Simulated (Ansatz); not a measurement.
Structure: WSe2 (P6_3/mmc) from a database of computed structures, at its r2SCAN+rVV10 minimum. Space group P6_3/mmc (No. 194), hexagonal; conventional cell a = 3.300 Å, c = 13.149 Å, 20.66 Å³ an atom. Around W lie 6 Se at 2.53 Å; around Se lie 3 W at 2.53 Å.

```cif
data_structure
_symmetry_space_group_name_H-M 'P 1'
_symmetry_Int_Tables_number 1
_cell_length_a 3.2997
_cell_length_b 3.2997
_cell_length_c 13.1485
_cell_angle_alpha 90.000
_cell_angle_beta 90.000
_cell_angle_gamma 120.000
_cell_volume 123.98
loop_
_atom_site_label
_atom_site_type_symbol
_atom_site_fract_x
_atom_site_fract_y
_atom_site_fract_z
_atom_site_occupancy
W1 W 0.66667 0.33333 0.75000 1
W2 W 0.33333 0.66667 0.25000 1
Se1 Se 0.33333 0.66667 0.87666 1
Se2 Se 0.66667 0.33333 0.37666 1
Se3 Se 0.33333 0.66667 0.62334 1
Se4 Se 0.66667 0.33333 0.12334 1
```

4 runs of Ansatz on this cell differ in the functional (and in the settings that go with it). Levels are in eV from each run's valence top; v1 is the last filled band, c1 the first empty one.

Run A, mean stress -0.9 GPa (compression positive):
```
point     v2     v1    c1    c2
    Γ  -1.18   0.00  3.97  3.97
    M  -1.50  -1.40  3.40  3.45
    K  -0.44  -0.20  2.39  2.39
```

Run B, mean stress -4.1 GPa (compression positive):
```
point     v2     v1    c1    c2
    Γ  -1.05   0.00  2.63  2.63
    M  -1.23  -1.12  2.07  2.10
    K  -0.43  -0.22  1.26  1.26
```

Run C, mean stress -0.9 GPa (compression positive):
```
point     v2     v1    c1    c2
    Γ  -1.13   0.00  3.29  3.29
    M  -1.46  -1.37  2.72  2.75
    K  -0.43  -0.21  1.74  1.74
```

Run D, mean stress +1.3 GPa (compression positive):
```
point     v2     v1    c1    c2
    Γ  -1.05   0.00  2.77  2.77
    M  -1.32  -1.29  2.22  2.25
    K  -0.44  -0.23  1.38  1.38
```

Task: Match the runs to LDA, r2SCAN, HSE06, PBE0.

Result: A is PBE0, B is LDA, C is HSE06, D is r2SCAN. In order of the gap: LDA 0.96, r2SCAN 1.14, HSE06 1.50, PBE0 2.15 eV.

No spin polarisation and no zero-point or thermal motion.

Spin-orbit coupling is left out, which matters wherever the heavy atoms make up the band edges.

The program warns that its thresholds are loose for a hybrid's stress.

The meshes of the hybrids are coarse, so their gaps aren't converged to the digits shown.
